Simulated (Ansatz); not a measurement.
Space group P6/mmm (No. 191). a = 2.980 Å, b = 2.980 Å, c = 3.055 Å, α = 90.00°, β = 90.00°, γ = 120.00°
```json
{"atom": "Cr", "site": "1a", "symmetry": "6/mmm", "x": "0.0000", "y": "0.0000", "z": "0.0000"}
{"atom": "B", "site": "2d", "symmetry": "-6m2", "x": "0.3333", "y": "0.6667", "z": "0.5000"}
```

Equation of state of this CrB2 structure (not necessarily the ground state), with shape and atoms relaxed at each volume where symmetry leaves them free. It has no gap at any of these volumes. Computed with DFT r2SCAN, scalar-relativistic, plane waves, PAW in Ansatz.

Settings: cutoff 500 eV, Γ-centred mesh 18×18×14 on the computed 3-atom cell, Gaussian smearing of 0.10 eV; collinear spin.

```tsv
V (Å³/atom)	E − E(largest V) (meV/atom)	P (GPa)
6.893	57.30	38.80
7.128	9.15	27.16
7.363	-23.36	17.23
7.598	-41.99	7.98
7.832	-47.64	0.02
8.067	-42.82	-6.46
8.302	-29.42	-11.83
8.616	0.00	-18.09
```

Question: Fit a third-order Birch–Murnaghan equation to E(V).

Answer: V0 = 7.84 Å³/atom, B0 = 235 GPa, B0' = 4.0.

The state reached may not be the lowest one. Only parallel moments were tried here.

Cost: 8 runs of about 39 core-minutes in all, on Intel Xeon Processor @ 2.50GHz (Skylake/Cascade Lake) (shared hosts).